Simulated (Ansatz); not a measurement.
# NbRh (P4/mmm): lattice vibrations

```
CELL_PARAMETERS angstrom
2.83050 0.00000 0.00000
0.00000 2.83050 0.00000
0.00000 0.00000 3.82754
ATOMIC_POSITIONS crystal
Nb 0.00000 0.00000 0.00000
Rh 0.50000 0.50000 0.50000
```

Conventional cell: a = 2.831 Å, b = 2.831 Å, c = 3.828 Å, α = 90.00°, β = 90.00°, γ = 90.00°. Nb (atom 1) has 8 Rh at 2.77 Å and 4 Nb at 2.83 Å as nearest neighbours. Around Rh (atom 2) lie 8 Nb at 2.77 Å and 4 Rh at 2.83 Å.

Level of theory, where no other is named: PBEsol, PAW on Ansatz 0.2.0's default frozen-core files (fitted under PBE), scalar-relativistic. k mesh 14×14×10, Fermi-Dirac smearing of 0.080 eV, cutoff 420 eV. The cell was relaxed by PAW under this functional.

Atoms are displaced by 0.0025 Å in the smallest supercells that hold the wave vectors of a 2×2×2 mesh. Negative values stand for unstable modes.

Problem. What are the phonon energies at the solved wave vectors, in THz?

Solution. 

| q | point | modes (THz) |
| --- | --- | --- |
| 0.000 0.000 0.000 | Gamma | 4.79 (×2), 6.65 |
| 0.500 0.000 0.000 | X | 2.98, 3.91, 4.55, 4.73, 5.88, 7.72 |
| 0.500 0.500 0.000 | M | 3.50, 4.18, 6.05 (×2), 7.39 (×2) |
| 0.000 0.000 0.500 | Z | 3.32 (×2), 4.16 (×2), 4.98, 6.49 |
| 0.500 0.000 0.500 | R | 2.66, 2.81, 3.82, 4.30, 6.48, 7.25 |
| 0.500 0.500 0.500 | A | 3.55, 4.90, 6.23 (×2), 7.52 (×2) |

Problem. Is the structure dynamically stable at these wave vectors?

Solution. Yes, no mode is unstable there; wave vectors off this mesh aren't tested.

Problem. How do the optical zone-centre modes decompose, and which are active?

Solution. Point group 4/mmm: Γ_opt = Eu + A2u.

```json
{"label": "Eu", "THz": "4.79", "activity": "IR", "mostly": "Nb (53 %)"}
{"label": "A2u", "THz": "6.65", "activity": "IR", "mostly": "Nb (53 %)"}
```

In a metal the activity is that of symmetry alone; free carriers screen the infrared modes.

Problem. The cell is scaled evenly to 30.205 and 31.125 Å³ (from 30.665), with free atoms relaxed and the shape held, so these aren't the values under hydrostatic pressure. What are the mode Grüneisen parameters γ = −d ln ω/d ln V?

Solution. For the highest mode, 264.6 cm⁻¹ in the small cell and 250.8 in the large one give γ ≈ 1.79. From the change of the dynamical matrix on each mode:

| point | cm⁻¹ | γ |
| --- | --- | --- |
| Gamma | 159.7 | 2.55 |
| Gamma | 221.8 | 2.63 |
| X | 99.4 | 2.32 |
| X | 130.6 | 1.73 |
| X | 151.6 | 2.75 |
| X | 157.8 | 2.21 |
| X | 196.1 | 2.25 |
| X | 257.7 | 1.78 |
| M | 116.7 | 4.00 |
| M | 139.5 | 3.43 |
| M | 201.8 | 1.60 |
| M | 246.5 | 2.12 |
| Z | 110.8 | 2.54 |
| Z | 138.7 | 1.73 |
| Z | 166.0 | 2.45 |
| Z | 216.5 | 1.82 |
| R | 88.6 | 2.29 |
| R | 93.6 | 2.98 |
| R | 127.5 | 1.94 |
| R | 143.3 | 1.58 |
| R | 216.1 | 2.82 |
| R | 241.9 | 2.27 |
| A | 118.3 | 3.15 |
| A | 163.4 | 2.40 |
| A | 207.9 | 2.11 |
| A | 250.9 | 1.69 |

Weighted by the modes' heat capacities at 300 K, the mean on this mesh is 2.28; it moves with the q mesh, and a coarse one overweights the zone boundary.

Known limits: frozen-core PAW files fitted under PBE, their cores solved anew for the functional of the run; responses of metals move with mesh and smearing.
